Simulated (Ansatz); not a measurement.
Values for one crystal, relaxed and computed with the program Ansatz at the r²SCAN level (PAW); other levels are named.

Volume per atom: 10.76 Å³
Electronic character: metallic (no gap)
Pressure derivative B′: 4.2
Formation energy from the elements (no fitted shifts): -0.76 eV/atom
Density of states at the Fermi level: 0.66 states/eV per atom (mean over ±0.08 eV)
Bulk modulus (Birch–Murnaghan fit): 200 GPa

Task: Which of these materials gives this?
A. Ti2SiB2, Cmmm (Si on 2a, Ti on 4j, B on 4i)
B. TiTe2, rutile
C. Y3Si5, P-62m (Y on 3f, Si on 2d, Si on 3g)
D. YSi, CsCl type

Result: A, Ti2SiB2, Cmmm (Si on 2a, Ti on 4j, B on 4i)

The start of the workflow was typed in or built on a structure type; neither database checked (COD, Materials Project) lists it. Whether it is the stable phase at ambient conditions was not checked. Symmetry was held in the r²SCAN relaxation; its stability against distortions is not shown here. No spin polarisation was allowed. The references are the lowest solids computed at this level, not always the standard phases.

Potentials: the earlier of the program's two PAW sets. The files were generated under PBE; for other functionals the program regenerates the frozen cores, and for LDA and PBEsol the local potential too.
